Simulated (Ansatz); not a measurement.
A distorted cell of Ir (fcc, Cu type):

```
Ir
1.0
    3.83029     0.00000     0.00000
    0.00000     3.83029     0.00000
    0.00000     0.00000     3.83029
Ir
4
Direct
  0.00000   0.00000   0.00000
  0.50000   0.50000   0.00000
  0.52820   0.00000   0.50000
  0.00000   0.50000   0.50000
```

Calculation: PBEsol (plane waves to 420 eV, PAW, scalar-relativistic; Ansatz, a quantum-chemistry and plane-wave program). k mesh 10×10×10 (Γ-centred), Fermi-Dirac smearing 0.05 eV. Energies are smeared free energies. Stress and pressure are positive under compression. With partly filled bands, energies and forces of such displacements shift with the k mesh and the smearing. Ir is run without spin polarisation. Ir was relaxed with its symmetry unable to fall. Spin-orbit coupling is left out, though Ir is heavy. The PAW data are Ansatz's earlier set.

Predict the force on every atom, in eV/Å.


```
atom      Fx     Fy     Fz
----  ------  -----  -----
Ir1    0.752  0.000  0.000
Ir2    0.096  0.000  0.000
Ir3   -1.599  0.000  0.000
Ir4    0.752  0.000  0.000
```

Give the stress tensor in GPa and the pressure.


```
    1.6      0.0      0.0
    0.0      0.8      0.0
    0.0      0.0      0.8
```
The pressure, a third of the trace, is 1.1 GPa.

In it atom 3 sits (0.108, 0.000, 0.000) Å away from its relaxed site. What is its energy relative to the relaxed cell?

86 meV/cell.

(A displaced cell: forces are minus the slopes of the energy, force constants its curvatures, and phonons follow from these.)
